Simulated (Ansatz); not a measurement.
Computed with DFT PBE, scalar-relativistic, plane waves, PAW (Ansatz 0.2.0). All cells share a 420 eV cutoff and Γ-centred k meshes spaced at most about 0.3 Å⁻¹ (about 0.25 or finer for metals, 2π included). No spin polarisation in the final relaxations.

All energies are static (0 K, no zero-point motion).

Two forms of Si2Bi were relaxed alike.

A.

```
CELL_PARAMETERS angstrom
5.09329 0.00000 0.00000
-2.54665 4.41092 0.00000
0.00000 0.00000 5.83335
ATOMIC_POSITIONS crystal
Si 0.00000 0.00000 0.00000
Si 0.00000 0.00000 0.50000
Si 0.66667 0.33333 0.25000
Si 0.33333 0.66667 0.75000
Bi 0.66667 0.33333 0.75000
Bi 0.33333 0.66667 0.25000
```

B.

```
CELL_PARAMETERS angstrom
3.73005 0.00000 0.00000
-1.86502 3.23032 0.00000
0.00000 0.00000 11.43828
ATOMIC_POSITIONS crystal
Si 0.33333 0.66667 0.95682
Si 0.66667 0.33333 0.45682
Si 0.33333 0.66667 0.54318
Si 0.66667 0.33333 0.04318
Bi 0.66667 0.33333 0.75000
Bi 0.33333 0.66667 0.25000
```

Question: Which is lower in energy, and by how much?

Answer: B is lower, by 0.38 eV/atom. A has the Ni2In type, space group P6_3/mmc (No. 194), 21.8 Å³/atom and no gap on its mesh; B has space group P6_3/mmc (No. 194), 23.0 Å³/atom and no gap. Counting Si atoms around Bi (those within 1.25 times the shortest such distance or 1.15 times the sum of covalent radii, 1.27 where that leaves under three; a plus sign parts nearer from farther groups; the shortest distance is added where it exceeds 1.18 times the sum of covalent radii), A has Bi 5+6 and B has Bi 8 from 3.2 Å. B holds Si–Si nets (shortest 2.37 Å); in A the shortest Si–Si distance is 2.92 Å. The lower one is the more open, so pressure narrows the difference. Even the lower one lies +0.34 eV/atom against the reference forms of the elements (uncorrected), so neither is stable at this level. In A, Si on a site of symmetry -3m has 2 Si at 2.92 Å, 6 Bi at 3.28 Å and 6 Si at 3.28 Å; Si on a site of symmetry -6m2 has 5 Bi at 2.92–2.94 Å and 6 Si at 3.28 Å; Bi has 5 Si at 2.92–2.94 Å and 6 Si at 3.28 Å. In B, Si is surrounded by 3 Si at 2.37 Å and 4 Bi at 3.20–3.35 Å; Bi is surrounded by 8 Si at 3.20–3.35 Å and 6 Bi at 3.73 Å. Both come from invented guesses.

These runs have no spin–orbit coupling, which can matter for Bi. Cells relaxed within their symmetry can be saddle points.
